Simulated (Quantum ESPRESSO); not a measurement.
Field gradients of ZrS2 from a PBE PAW density (pw.x of a modified build of Quantum ESPRESSO, JTH datasets) with the all-electron reconstruction of Petrilli and co-workers, 20 Ha, k-mesh 7×7×4 through Γ:

```
ZrS2
1.0
    3.69138     0.00000     0.00000
   -1.84569     3.19683     0.00000
    0.00000     0.00000     6.04108
Zr S
1 2
Direct
  0.00000   0.00000   0.00000
  0.66667   0.33333   0.75547
  0.33333   0.66667   0.24453
```
The cell was made here from a computed Materials Project entry: S2 and its equivalents moved by 0.04 Å along (0.00, 0.00, -1.00), space group kept. The parent is ZrS2 in P-3m1; whether this form has been observed was not checked. Stability against distortions was not tested. The layers lie 3.1 Å apart; this gap hangs on dispersion, and neither it nor the stacking was checked against the measured crystal. The run has no spin polarisation.

Vzz is the sum of three terms, each taken along its main axis: the smooth valence density, the ions (nucleus and frozen core) with the augmentation charges of all other spheres, and the all-electron minus smooth density in the atom's own sphere. The split hangs on the datasets.  Cores are frozen. Zr had no test against all-electron runs.

| site | smooth valence density | ions and other spheres | own sphere | Vzz (a.u.) |
|---|---|---|---|---|
| Zr (atom 1) | 0.187 | -0.190 | [?] | [?] |

Fill in the missing entries.


- Zr (atom 1), own sphere: -0.096
- Zr (atom 1), Vzz (a.u.): -0.100
